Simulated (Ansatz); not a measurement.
H:
```
H
1.0
   -1.72245     1.72245     2.22865
    1.72245    -1.72245     2.22865
    1.72245     1.72245    -2.22865
H
2
Direct
  0.91676   0.91676   0.00000
  0.08324   0.08324   0.00000
```

Relaxed with r²SCAN+D4. Special points in fractions of this cell's reciprocal vectors: Γ (0.000, 0.000, 0.000); X (0.000, 0.000, 0.500); P (0.250, 0.250, 0.250); N (0.000, 0.500, 0.000); M (0.500, 0.500, -0.500); S (0.399, 0.601, -0.399); S0 (-0.399, 0.399, 0.399); R (-0.299, 0.299, 0.500); G (0.500, 0.500, -0.299).

Task: List the band energies nearest the valence-band maximum at these points for the program Ansatz at the r²SCAN+D4 level (PAW).

Result: In eV from the valence-band maximum; about four levels below and three above (degenerate sets whole), none deeper than 8.9 eV; … stands for higher levels left out; points with the same levels are listed once.

```
k  below          above
-  -----  -------------
Γ  -1.87  14.14 17.43 …
X  -0.37  11.93 14.54 …
P  -0.31        12.40 …
N  -0.61  10.00 17.78 …
M   0.00  10.63 16.32 …
S  -0.08  11.10 14.06 …
R  -0.12  11.55 14.20 …
```

Space group I4/mmm. The workflow started from a Materials Project entry (that database holds measured and hypothetical structures alike); the Crystallography Open Database copy checked does not list it. It is not the usual solid phase (space group No. 194). The cell was relaxed with r²SCAN+D4 under the symmetry of its start; its stability against distortions is not shown here. The substance is a gas or liquid at ambient conditions.

Potentials: the later of the program's two PAW sets.
